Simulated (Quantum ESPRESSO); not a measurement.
**Band energies of Ba₂OsH₆**

```xyz
9
Lattice="0.0000 4.0462 4.0462 4.0462 0.0000 4.0462 4.0462 4.0462 0.0000" Properties=species:S:1:pos:R:3 pbc="T T T"
H      4.0462     4.0462     6.3600
H      4.0462     4.0462     1.7324
H      6.3600     4.0462     4.0462
H      1.7324     4.0462     4.0462
H      4.0462     6.3600     4.0462
H      4.0462     1.7324     4.0462
Ba     6.0693     6.0693     6.0693
Ba     2.0231     2.0231     2.0231
Os     0.0000     0.0000     0.0000
```

PBEsol (pw.x of Quantum ESPRESSO, ONCV potentials, without SOC); path ΓXWKΓLUWLK,UX; energies in eV from the valence-band maximum.

```csv
k (1/Å),point,band 17,band 18,band 19,band 20,band 21,band 22,band 23,band 24
0.00,Γ,-2.79,-2.79,0.00,0.00,0.00,2.83,2.86,2.86
0.19,,-2.65,-2.65,-0.07,-0.02,-0.02,2.78,2.93,3.24
0.39,,-2.30,-2.30,-0.29,-0.10,-0.10,2.58,2.74,4.31
0.58,,-1.87,-1.87,-0.57,-0.21,-0.21,2.13,2.36,3.73
0.78,X,-1.66,-1.66,-0.71,-0.29,-0.29,1.85,2.26,3.47
0.78,W,-2.42,-1.72,-0.39,-0.39,-0.27,1.86,3.01,3.01
1.05,K,-2.14,-1.72,-0.47,-0.32,-0.28,1.92,2.74,3.39
1.38,,-2.27,-2.15,-0.35,-0.17,-0.16,2.61,3.25,3.37
1.55,,-2.46,-2.46,-0.18,-0.09,-0.07,2.80,3.09,3.77
1.71,,-2.70,-2.69,-0.04,-0.02,-0.02,2.84,2.92,3.10
1.87,Γ,-2.79,-2.79,0.00,0.00,0.00,2.83,2.86,2.86
2.04,,-2.69,-2.69,-0.04,-0.02,-0.02,2.89,2.89,3.11
2.21,,-2.45,-2.45,-0.18,-0.09,-0.09,3.00,3.00,3.79
2.55,L,-2.05,-2.05,-0.49,-0.21,-0.21,3.14,3.40,3.40
2.78,,-2.20,-1.92,-0.45,-0.25,-0.23,2.36,3.27,3.50
3.02,U,-2.14,-1.72,-0.47,-0.32,-0.28,1.92,2.74,3.39
3.02,W,-2.42,-1.72,-0.39,-0.39,-0.27,1.86,3.01,3.01
3.16,,-2.37,-1.77,-0.41,-0.35,-0.26,1.96,3.08,3.10
3.30,,-2.24,-1.89,-0.44,-0.27,-0.24,2.25,3.26,3.34
3.57,L,-2.05,-2.05,-0.49,-0.21,-0.21,3.14,3.40,3.40
3.69,,-2.09,-2.01,-0.48,-0.22,-0.22,2.77,3.39,3.71
3.81,,-2.20,-1.92,-0.45,-0.25,-0.23,2.36,3.27,3.50
3.93,,-2.27,-1.80,-0.43,-0.31,-0.26,2.07,3.00,3.43
4.05,K,-2.14,-1.72,-0.47,-0.32,-0.28,1.92,2.74,3.39
4.05,U,-2.14,-1.72,-0.47,-0.32,-0.28,1.92,2.74,3.39
4.32,X,-1.66,-1.66,-0.71,-0.29,-0.29,1.85,2.26,3.47
```

The PBEsol gap is indirect, 1.85 eV, from Γ to X; the smallest direct gap is 2.13 eV. Another conduction extremum on the path lies within 0.02 eV, too close to call.

Spin-orbit coupling is left out, which matters for elements this heavy: edges can move by tenths of an eV.

Geometry of the Materials Project entry, not relaxed at this level.

The structure is a Materials Project entry; no match was found in the copy of COD used, and its stability was not checked.
